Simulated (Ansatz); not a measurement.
AlN:
```cif
data_Al2N2
_chemical_formula_sum 'Al2 N2'
_space_group_name_H-M_alt 'P63mc'
_space_group_IT_number 186
_space_group_name_Hall 'P 6c -2c'
_cell_length_a 3.10664
_cell_length_b 3.10664
_cell_length_c 4.97863
_cell_angle_alpha 90.000
_cell_angle_beta 90.000
_cell_angle_gamma 120.000
loop_
_atom_site_label
_atom_site_type_symbol
_atom_site_symmetry_multiplicity
_atom_site_Wyckoff_symbol
_atom_site_fract_x
_atom_site_fract_y
_atom_site_fract_z
_atom_site_occupancy
Al1 Al 2 b 0.66667 0.33333 0.00341 1
N1 N 2 b 0.33333 0.66667 0.12179 1
```

Relaxed with r²SCAN.

**Question.** Tabulate the valence density and the electron localisation function along the shortest Al–N contact (1.89 Å), r²SCAN in the plane-wave PAW code Ansatz.

**Answer.** 

| distance from Al (Å) | density (e/Å³) | ELF |
|---|---|---|
| 0.19 | 0.06 | 0.02 |
| 0.28 | 0.06 | 0.01 |
| 0.38 | 0.08 | 0.01 |
| 0.47 | 0.12 | 0.03 |
| 0.57 | 0.18 | 0.19 |
| 0.66 | 0.28 | 0.53 |
| 0.76 | 0.40 | 0.76 |
| 0.85 | 0.53 | 0.84 |
| 0.94 | 0.69 | 0.87 |
| 1.04 | 0.89 | 0.88 |
| 1.13 | 1.16 | 0.88 |
| 1.23 | 1.53 | 0.87 |
| 1.32 | 2.03 | 0.84 |
| 1.42 | 2.63 | 0.76 |
| 1.51 | 3.19 | 0.61 |
| 1.60 | 3.54 | 0.37 |
| 1.70 | 3.61 | 0.14 |

The density is the valence pseudo-density with augmentation charge, so density and ELF within about 1 Å of a nucleus are not all-electron values.

Space group P6_3mc (wurtzite). Symmetry was held in the r²SCAN relaxation.

Potentials: the later of the program's two PAW sets.
